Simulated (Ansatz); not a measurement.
From the elastic tensor of HfRh3 at 10 GPa (stress–strain coefficients) to moduli and sound speeds

Theory: DFT LDA, scalar-relativistic, plane waves, PAW (Ansatz). Cutoff 420 eV, 12×12×12 k-points (Γ-centred), Fermi-Dirac smearing of 0.15 eV. No spin polarisation.

It takes space group Pm-3m (No. 221, cubic). The conventional cell has a = 3.822 Å, b = 3.822 Å, c = 3.822 Å, α = 90.00°, β = 90.00°, γ = 90.00°. Hf (site symmetry m-3m) has 12 Rh at 2.70 Å as nearest neighbours. Rh (site symmetry 4/mmm) is surrounded by 4 Hf at 2.70 Å and 8 Rh at 2.70 Å.

In a metal, frequencies and elastic constants depend on the k mesh and the smearing, soft modes and shear constants most. Spin–orbit coupling is left out, which can shift energies with elements as heavy as these. Other phases may be more stable at this pressure.

Relaxed-ion constants (GPa, on the Cartesian axes of the calculation):
C11 = 432.8, C12 = 245.1, C13 = 245.1, C22 = 432.8, C23 = 245.1, C33 = 432.8, C44 = 197.3, C55 = 197.3, C66 = 197.3 GPa; the others vanish.

Density 14.496 g/cm³; 4 atoms in 55.81 Å³.

The values that follow are for a polycrystal of randomly turned grains, by Hill's mean where one number stands.

With S = C⁻¹: B_V = (C11+C22+C33+2(C12+C13+C23))/9, G_V = (C11+C22+C33−C12−C13−C23+3(C44+C55+C66))/15, 1/B_R = S11+S22+S33+2(S12+S13+S23), 15/G_R = 4(S11+S22+S33−S12−S13−S23)+3(S44+S55+S66); Hill is their mean. Then v_l = √((B+4G/3)/ρ), v_t = √(G/ρ), v_m = [(2/v_t³+1/v_l³)/3]^(−1/3) and Θ = (ħ/k_B)·v_m·(6π²n/V)^(1/3) for n atoms in the volume V; E = 9BG/(3B+G), ν = (3B−2G)/(2(3B+G)) and A^U = 5G_V/G_R + B_V/B_R − 6.

```
Bulk modulus, Voigt / Reuss / Hill          : 307.7 / 307.7 / 307.7 GPa
Shear modulus, Voigt / Reuss / Hill         : 155.9 / 136.9 / 146.4 GPa
Young's modulus                             : 379 GPa
Poisson ratio                               : 0.295
Pugh ratio B/G                              : 2.10
Universal anisotropy index                  : 0.69
Longitudinal and transverse sound speeds    : 5890 and 3178 m/s
Debye temperature from the mean sound speed : 439 K
```

Cost: 1 run of about 0.89 core-minutes, on AMD EPYC 9R45 (Zen 5) (shared hosts).